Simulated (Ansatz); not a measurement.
ZnPt, DFT, PBEsol, all-electron PAW with datasets made for the crystal, scalar-relativistic (Ansatz 0.2.0), run on 1 thread of Intel(R) Xeon(R) Platinum 8259CL CPU @ 2.50GHz (Skylake/Cascade Lake) on a shared host.

The geometry is COD entry 1522602, unchecked; take it as a test cell. The listed cell was then made from it by scaling, straining or moving an atom.

Command: `ansatz run input.yaml --threads 1 --pin off --max-ram 3072MiB --backend cpu --events-out ev --progress --plain --runs-dir out`

```yaml
crystal:
  lattice:
    - [2.864, 0.0, 0.0]
    - [0.0, 2.864, 0.0]
    - [0.0, 0.0, 3.5802]
  atoms:
    - { symbol: Zn, position: [0.5, 0.5, 0.5] }
    - { symbol: Pt, position: [0.0, 0.0, 0.0] }
kpoints:
  mp_grid: { grid: [11, 11, 9] }
scf:
  occupations: { method: fermi_dirac, width: 0.05 }
hamiltonian:
  xc: pbesol
  pseudopotentials: { kind: all_electron, datasets: crystal }
output:
  forces: true
  stress: true
  eigenvalues: true
  efg: { contact_densities: true }
```

**Question.** How large is the problem that the program sets up?

**Answer.** 105 irreducible k-points, 309 plane waves at Γ, 15 bands.

**Question.** About how long does it take, and how much memory does it use?

**Answer.** 19 s of wall time for 9 SCF iterations, with a peak of 0.63 GiB. Times on shared machines scatter by tens of per cent.

**Question.** And the same cell and mesh by frozen-core PAW, asked for forces, stress, eigenvalues, efg, write_density, write_potential, elf, on the same hardware?

**Answer.** 7.8 s, peak memory 0.45 GiB.
